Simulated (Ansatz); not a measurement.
Consider the following.

InCo$_{3}$SnS$_{2}$:
```cif
data_Co3InS2Sn
_chemical_formula_sum 'In1 Co3 Sn1 S2'
_space_group_name_H-M_alt 'P 1'
_space_group_IT_number 1
_cell_length_a 5.38466
_cell_length_b 5.38466
_cell_length_c 5.38466
_cell_angle_alpha 57.954
_cell_angle_beta 57.954
_cell_angle_gamma 57.954
loop_
_space_group_symop_operation_xyz
  'x, y, z'
loop_
_atom_site_label
_atom_site_type_symbol
_atom_site_fract_x
_atom_site_fract_y
_atom_site_fract_z
_atom_site_occupancy
In1 In 0.50000 0.50000 0.50000 1
Co1 Co 0.00000 0.50000 0.50000 1
Co2 Co 0.50000 0.00000 0.50000 1
Co3 Co 0.50000 0.50000 0.00000 1
Sn1 Sn 0.00000 0.00000 0.00000 1
S1 S 0.22019 0.22019 0.22019 1
S2 S 0.77981 0.77981 0.77981 1
```

This is the PBEsol-relaxed structure.

**Question.** All from PBEsol in the plane-wave PAW code Ansatz, unless another level is named. Predict the hole effective mass with spin–orbit coupling.

**Answer.** 0.70, 1.6, 5.8 mₑ (principal values).

**Question.** Predict the band gap.

**Answer.** 0.15 eV (indirect).

**Question.** Next, the formation energy from the elements (no fitted shifts)?

**Answer.** -0.45 eV/atom.

**Question.** Next, the conduction-band minimum?

**Answer.** at F (3 equivalent valleys).

**Question.** And the weight of the conduction-edge state by species (Voronoi cells)?

**Answer.** Co 89 %, S 10 %.

**Question.** And the valence-band maximum?

**Answer.** at L.

Space group R-3m. The workflow started from a Materials Project entry (that database holds measured and hypothetical structures alike); the Crystallography Open Database copy checked does not list it. Whether it is the stable phase at ambient conditions was not checked. Symmetry was held in the PBEsol relaxation; whether a distortion lowers the energy is not shown. No spin polarisation was allowed. The references are the lowest solids computed at this level, not always the standard phases. Scalar-relativistic: spin–orbit coupling is off unless named, which matters more the heavier the elements.

Potentials: the later of the program's two PAW sets.
